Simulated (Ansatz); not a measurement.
GaAs:
```yaml
crystal:
  lattice:
    - [0.00000, 2.87224, 2.87224]
    - [2.87224, 0.00000, 2.87224]
    - [2.87224, 2.87224, 0.00000]
  atoms:
    - { symbol: As, position: [0.75000, 0.75000, 0.75000] }
    - { symbol: Ga, position: [0.00000, 0.00000, 0.00000] }
```

Tensor components refer to the Cartesian frame of this cell.

Task: Give the high-frequency dielectric tensor and the Born effective charge tensors of the independent atoms from DFPT, plane-wave PAW PBE (Ansatz code).

Result: 
ε∞:
```
15.8  0.00  0.00
0.00  15.8  0.00
0.00  0.00  15.8
```
Z* of atom 1 (As), rows: field, columns: displacement, in e:
```
-2.21   0.00   0.00
 0.00  -2.21   0.00
 0.00   0.00  -2.21
```
Z* of atom 2 (Ga), rows: field, columns: displacement, in e:
```
2.21  0.00  0.00
0.00  2.21  0.00
0.00  0.00  2.21
```

Static charges for comparison (Bader): As1 -0.68, Ga2 +0.68 e. Born charges measure polarisation by displacement and can exceed these by far.

Space group F-43m (zinc blende). The cell was relaxed with PBE under the symmetry of its start; phonons on a q-mesh show no instability. Scalar-relativistic: spin–orbit coupling is off unless named, which matters more the heavier the elements.

Potentials: the later of the program's two PAW sets.
